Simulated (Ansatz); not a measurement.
Input and command of a plane-wave DFT calculation in Ansatz:

```yaml
crystal:
  lattice:
    - [3.2980767276, 0.0, 0.0]
    - [0.0, 3.2980767276, 0.0]
    - [0.0, 0.0, 4.5211137024]
  atoms:
    - { symbol: Sc, position: [0.0, 0.0, 0.0] }
    - { symbol: In, position: [0.5, 0.5, 0.5] }
basis:
  ecutwfc: 420
kpoints:
  mp_grid: { grid: [14, 14, 10] }
hamiltonian:
  xc: pbesol
scf:
  occupations: { method: gaussian, width: 0.1 }
  lower_state_search: "off"
output:
  forces: true
  stress: true
  eigenvalues: true
```

```bash
ansatz run input.yaml --threads 1 --pin off --max-ram 2560MiB --backend cpu --events-out ev --progress --plain --runs-dir out
```

Processor: Arm Neoverse V2, 1 thread, on a host shared with other jobs.

Q: How long does it run, and how much memory does it take?

A: About 6.2 s on 1 thread of Arm Neoverse V2, with other jobs on the host, peak memory 0.42 GiB. It solves 16 bands at 216 k points (the mesh reduced by the symmetry that the task leaves, which can be less than the crystal's) with about 983 plane waves, in 6 SCF iterations.
